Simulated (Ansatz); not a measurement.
Input:

Relaxed BAs (zinc blende):

```
BAs
1.0
    0.00000     4.78390     4.78390
    2.39195     2.39195     4.78390
    2.39195     2.39195     0.00000
As B
2 2
Cartesian
  3.58793   3.58793   3.58793
  3.58793   5.97988   5.97988
  0.00000   0.00000   0.00000
  2.39195   4.78390   7.17586
```

The atoms are displaced by Q × the pattern below (from a DFPT mode at X = (0.5, 0.5, 0.0), largest move 1; Q in Å), at fixed cell. It is one choice among 2 degenerate patterns. (q is in reciprocal vectors of the primitive cell; the cell shown is doubled to hold the pattern.)

```
atom       x       y      z
----  ------  ------  -----
As1   -0.104   0.000  0.000
As2    0.104   0.000  0.000
B3     0.000   1.000  0.000
B4     0.000  -1.000  0.000
```

These are r2SCAN (plane waves to 500 eV, PAW, scalar-relativistic; Ansatz, a program for electronic structure) values and carry that method's errors. k mesh 12×12×12 (Γ-centred), Fermi-Dirac smearing 0.05 eV. E stands for the smeared free energy. BAs was relaxed with its symmetry unable to fall. The zero of ΔE is the undisplaced structure.

The scan covers Q from -0.280 to 0.280 Å in 13 points.

Q: Is this a single well or a double well?

A: A single well with its minimum at or next to zero displacement.

Q: Which space group does the distorted structure have?

A: C222_1 (No. 20), lowered from F-43m.

Q: What is the energy change at Q = 0.280 Å?

A: 1284 meV/cell.

Q: What harmonic wavenumber does the curvature at Q = 0 give?

A: 627 cm⁻¹.

(For displaced atoms, the force is minus the slope of the energy, and its curvature is a force constant, which sets phonon frequencies.)
